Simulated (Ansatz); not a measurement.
Starting cell, MgS (rock salt):

```
MgS
1.0
    0.00000     2.61481     2.61481
    2.61481     0.00000     2.61481
    2.61481     2.61481     0.00000
S Mg
1 1
Direct
  0.00000   0.00000   0.00000
  0.50000   0.50000   0.50000
```

In this cell atom 2 (Mg, nearest neighbour S at 2.615 Å; its periodic images, 3.7 Å or more away, move with it) is moved by s towards the nearest neighbour, unit vector (-1.000, 0.000, 0.000); all other atoms and the cell stay fixed.

All values below come from PBE (plane waves to 420 eV, PAW, scalar-relativistic; Ansatz, a quantum-chemistry and plane-wave program). k mesh 9×9×9 (Γ-centred), Fermi-Dirac smearing 0.05 eV. Energies are smeared free energies. Compression counts positive. F∥ is the force on the atom along that direction. MgS was relaxed with its symmetry unable to fall. The PAW data are Ansatz's earlier set. ΔE is measured from the undisplaced structure.

```
s (Å)   ΔE (meV/cell)  F∥ (eV/Å)  P (GPa)
------  -------------  ---------  -------
-0.260          105.2      0.959     2.27
-0.208           62.8      0.680     1.43
-0.156           33.4      0.460     0.79
-0.104           14.2      0.283     0.35
-0.052            3.5      0.135     0.09
0.000             0.0      0.000     0.01
0.052             3.5     -0.135     0.09
0.104            14.2     -0.283     0.35
0.156            33.4     -0.460     0.79
0.208            62.8     -0.680     1.43
0.260           105.2     -0.959     2.27
```

What the scan shows:

The energy at s = 0.260 Å comes out as 105.2 meV/cell. The force along the line at s = -0.260 Å is 0.959 eV/Å and the force constant k = d²E/ds² at s = 0 (finite differences) is 2.54 eV/Å². The zone-centre optical wavenumber from k (transverse: no LO-TO term) is 224 cm⁻¹. Symmetry of the curve: even: the same for both signs. Shape of the curve: a single well with its minimum at or next to zero displacement. Harmonic estimate at the end of the scan: ½ks² = 86.0 meV/cell against the computed 105.2 meV/cell, so the well is stiffer than harmonic there.

The 11 points together took very roughly 25 core-seconds.

(A displaced cell: forces are minus the slopes of the energy, force constants its curvatures, and phonons follow from these.)
